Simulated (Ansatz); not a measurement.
# NbAs: levels along high-symmetry lines

```
Nb As
1.0
    -1.72585    1.72585    5.84000
     1.72585   -1.72585    5.84000
     1.72585    1.72585   -5.84000
Nb As
2 2
Cartesian
  0.0000 0.0000 8.7600
  0.0000 1.7259 0.0000
  0.0000 0.0000 1.9389
  0.0000 1.7259 4.8589
```

Atoms are numbered in the order listed.

The cell comes from COD entry 1537320, which wasn't checked; take it as a given geometry.

Theory: Ansatz 0.2.0, DFT, LDA, all-electron LAPW, scalar-relativistic.

Sampling and basis: a Γ-centred 15×15×15 k mesh, Fermi–Dirac smearing of 0.08 eV, basis error target 0.5 meV/atom, no spin polarisation.

Points in fractions of the reciprocal vectors of this cell: Γ (0, 0, 0), X (0, 0, 0.5), P (0.25, 0.25, 0.25), N (0, 0.5, 0), M (0.5, 0.5, -0.5), S (0.272, 0.728, -0.272), S0 (-0.272, 0.272, 0.272). The path runs Γ–X–P–N–Γ–M–S–S0–Γ. Energies are in eV from the Fermi level; (×n) counts levels within 4 meV of each other, which need not be degenerate by symmetry.

(1) Metal or insulator at this level of theory?

(2) Tabulate bands 51 to 57, counted from the lowest band of the run, along the path.

Answers

(1) No gap opens: metallic or semimetallic.

(2) 
```tsv
k (1/Å)	point	band 51	band 52	band 53	band 54	band 55	band 56	band 57
0.00	Γ	-2.01	-1.66	-1.38	-1.38	0.73	1.31	2.41
0.18		-2.17	-1.84	-1.35	-1.19	0.54	1.09	2.39
0.37		-2.48	-1.68	-1.03	-0.89	0.27	0.54	2.31
0.55		-2.86	-1.68	-0.82	-0.59	0.12	0.64	1.84
0.74		-3.23	-2.10	-0.68	-0.67	0.41	1.45	1.66
0.92		-3.33	-2.57	-0.93	-0.44	1.15	1.87	2.04
1.10		-2.94	-2.74	-0.88	-0.33	1.92	2.26	2.29
1.29	X	-2.78	-2.78	-0.56	-0.56	2.41	2.41	2.71
1.33		-2.78	-2.78	-0.56	-0.56	2.41	2.41	2.70
1.36		-2.79	-2.79	-0.55	-0.55	2.41	2.41	2.70
1.40		-2.79	-2.79	-0.55	-0.55	2.41	2.41	2.69
1.44		-2.80	-2.80	-0.54	-0.54	2.42	2.42	2.67
1.48		-2.81	-2.81	-0.54	-0.54	2.42	2.42	2.66
1.52		-2.81	-2.81	-0.54	-0.54	2.42	2.42	2.66
1.56	P	-2.81	-2.81	-0.54	-0.54	2.42	2.42	2.65
1.69		-2.81	-2.79	-0.71	-0.46	2.16	2.40	2.52
1.82		-2.79	-2.74	-0.88	-0.52	1.70	2.36	2.42
1.95		-2.74	-2.60	-0.95	-0.70	1.27	2.30	2.33
2.08		-2.58	-2.43	-0.98	-0.83	0.92	2.04	2.27
2.21		-2.33	-2.25	-1.17	-0.68	0.74	1.51	2.21
2.34		-2.24	-1.96	-1.32	-0.43	0.54	1.14	2.16
2.47	N	-2.19	-1.85	-1.39	-0.06	0.06	1.17	2.13
2.60		-2.15	-1.82	-1.38	-0.10	0.07	1.16	1.91
2.74		-2.04	-1.75	-1.42	-0.20	0.11	1.11	1.55
2.87		-1.87	-1.69	-1.54	-0.41	0.20	1.02	1.40
3.01		-1.77	-1.66	-1.63	-0.74	0.33	0.96	1.56
3.14		-1.93	-1.71	-1.48	-1.06	0.49	1.03	1.96
3.28		-2.04	-1.76	-1.39	-1.27	0.65	1.21	2.34
3.42	Γ	-2.01	-1.66	-1.38	-1.38	0.73	1.31	2.41
3.49		-2.04	-1.68	-1.32	-1.32	0.74	1.30	2.46
3.57		-2.11	-1.75	-1.19	-1.19	0.76	1.28	2.61
3.65		-2.21	-1.89	-1.01	-1.01	0.79	1.24	2.53
3.72		-2.32	-2.09	-0.83	-0.83	0.83	1.19	2.31
3.80		-2.42	-2.29	-0.67	-0.67	0.89	1.13	2.11
3.88		-2.48	-2.44	-0.55	-0.55	0.94	1.07	1.97
3.95	M	-2.49	-2.49	-0.50	-0.50	1.01	1.01	1.92
4.07		-2.60	-2.26	-0.77	-0.46	0.87	1.31	1.81
4.19		-2.62	-1.96	-1.25	-0.29	0.56	1.55	1.77
4.31		-2.58	-1.70	-1.69	0.01	0.22	1.24	1.83
4.43		-2.62	-2.01	-1.49	-0.06	0.42	0.98	1.79
4.55		-2.71	-2.13	-1.39	-0.22	0.59	1.08	1.71
4.67		-2.42	-2.16	-1.39	-0.23	0.41	1.58	1.60
4.78	S	-2.17	-2.07	-1.44	-0.14	0.19	1.45	2.01
4.86		-2.18	-1.99	-1.44	-0.10	0.12	1.38	2.06
4.94		-2.18	-1.90	-1.42	-0.02	0.03	1.27	2.10
5.02		-2.19	-1.86	-1.40	-0.05	0.05	1.19	2.12
5.10		-2.19	-1.86	-1.40	-0.05	0.05	1.19	2.12
5.18		-2.18	-1.90	-1.42	-0.02	0.03	1.27	2.10
5.26		-2.18	-1.99	-1.44	-0.10	0.12	1.38	2.06
5.34	S0	-2.17	-2.07	-1.44	-0.14	0.19	1.45	2.01
5.49		-2.14	-1.73	-1.42	-0.11	0.01	1.25	2.07
5.63		-2.04	-1.60	-1.31	-0.37	0.15	1.06	1.71
5.77		-1.87	-1.54	-1.37	-0.56	0.23	0.92	1.44
5.91		-1.67	-1.61	-1.56	-0.79	0.31	0.89	1.49
6.05		-1.84	-1.69	-1.51	-1.06	0.44	1.00	1.88
6.19		-2.03	-1.76	-1.41	-1.27	0.63	1.20	2.31
6.33	Γ	-2.01	-1.66	-1.38	-1.38	0.73	1.31	2.41
```
